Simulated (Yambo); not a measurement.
Yambo run on CsCdF3 (cubic perovskite, space group Pm-3m, No. 221). The wavefunctions are LDA (pw.x of Quantum ESPRESSO, ONCV potentials, no spin-orbit coupling) ones on a 4×4×4 mesh (25 occupied bands); a = 4.4868 Å, b = 4.4868 Å, c = 4.4868 Å, α = 90.00°, β = 90.00°, γ = 90.00°.

Yambo input:

```
rim_cut
gw0
dyson
el_el_corr
HF_and_locXC
cohsex
em1s
RandQpts= 1000000
RandGvec= 1 Ry
EXXRLvcs= 102 Ry
VXCRLvcs= 408 Ry
Chimod= "HARTREE"
% BndsRnXs
 5 | 139 |
%
NGsBlkXs= 7 Ry
% LongDrXs
 1.0 | 1.0 | 1.0 |
%
ExtendOut
% QPkrange
 1 | 1 | 25 | 26 |
 10 | 10 | 25 | 25 |
%
```

k points by index: 1 = Γ, 10 = R.

Resulting energies as the program prints them:

```
#    K-point    Band    Eo [eV]    E [eV]    E-Eo [eV]    Vxc [eV]    Vnlxc [eV]    Sc|Eo [eV]    Re(Z)    Im(Z)
#
    1    25    -1.089941    -4.760718    -3.670777    -21.43827    -28.97158    3.862533    1.000000    0.000000
    1    26    3.082496    3.779632    0.697136    -12.78981    -7.612213    -4.480463    1.000000    0.000000
    10    25    0.000000    -3.172091    -3.172091    -25.21119    -32.03406    3.650787    1.000000    0.000000
```
(The two width columns are left out.) Convergence of these settings isn't established.

Geometry of the Materials Project entry, not relaxed at this level.

The structure is a Materials Project entry; no match was found in the copy of COD used, and its stability was not checked.
